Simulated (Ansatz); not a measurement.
Consider the following.

AlIr:
Space group Pm-3m (No. 221); a = 2.9894 Å, b = 2.9894 Å, c = 2.9894 Å, α = 90.00°, β = 90.00°, γ = 90.00°

| atom | site | symmetry | x | y | z |
|---|---|---|---|---|---|
| Al | 1a | m-3m | 0.0000 | 0.0000 | 0.0000 |
| Ir | 1b | m-3m | 0.5000 | 0.5000 | 0.5000 |

This is the PBEsol-relaxed structure.

Problem. All from PBEsol (plane waves, PAW; program Ansatz), unless another level is named. Estimate the highest zone-centre frequency.

Solution. 292 cm⁻¹.

Problem. Give the Poisson's ratio.

Solution. 0.31.

Problem. And the elastic constants (relaxed ions, GPa)?

Solution. C11 = 339, C12 = 200, C44 = 138.

The first step of the workflow began from a Materials Project structure, measured or hypothetical; the Crystallography Open Database copy checked does not list it. With Al and Ir taken as one species the cell has the higher symmetry Im-3m, so it may be an ordered model of a mixed-site phase. Whether it is the stable phase at ambient conditions was not checked. The cell was relaxed with PBEsol under the symmetry of its start; of distortions, only those at the zone centre were tested. The run is not spin-polarised. As this level gives no gap, shear constants depend on the k-mesh and smearing (Fermi–Dirac, 0.1 eV here). As this level gives no gap, phonon frequencies hold no LO–TO term and depend on the k-mesh and smearing (Fermi–Dirac, 0.1 eV here). Spin–orbit coupling is left out wherever it is not named.

Potentials: the later of the program's two PAW sets.
